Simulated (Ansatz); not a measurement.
One crystal and one scan (scan of one atom of the cell) at two levels, PBE (plane waves to 420 eV, PAW, scalar-relativistic; Ansatz, a program for electronic structure) and PBEsol (plane waves to 420 eV, PAW, scalar-relativistic; Ansatz), each from its own relaxed cell and on its own mesh.

The crystal is HfO$_{2}$ (tetragonal-ZrO2 type, space group P4_2/nmc); one O atom of a 6-atom cell moves by s along Cartesian x, with its periodic images.

E stands for the smeared free energy. HfO2 is run without spin polarisation. HfO2 was relaxed with its symmetry unable to fall. Spin-orbit coupling is left out, though Hf is heavy. The PAW data are Ansatz's earlier set. This is a high-temperature form of HfO2. Both scans cover s from -0.210 to 0.210 Å.

| quantity | run 1 | run 2 |
|---|---|---|
| Lattice constant a (Å) | 3.605 | 3.568 |
| Lattice constant c (Å) | 5.265 | 5.167 |
| Relaxed volume (Å³/atom) | 11.40 | 10.96 |
| Band gap of the relaxed cell, no spin-orbit coupling (eV) | 4.67 | 4.57 |
| Energy at s = 0.210 Å (meV/cell) | 116.6 | 134.5 |
| Force along the line at s = -0.210 Å (eV/Å) | 1.143 | 1.320 |
| Force constant k = d²E/ds² at s = 0 (finite differences) (eV/Å²) | 5.13 | 5.91 |

Which run is which level?

Run 1 is PBE, run 2 is PBEsol. PBE gives the higher value for: lattice constant a; lattice constant c; relaxed volume; band gap of the relaxed cell, no spin-orbit coupling. PBE gives the lower value for: energy at s = 0.210 Å; force along the line at s = -0.210 Å; force constant k = d²E/ds² at s = 0. Both give the same symmetry of the curve: even: the same for both signs. Neither level is exact: the differences show how much the result hangs on the functional.

(For displaced atoms, the force is minus the slope of the energy, and its curvature is a force constant, which sets phonon frequencies.)
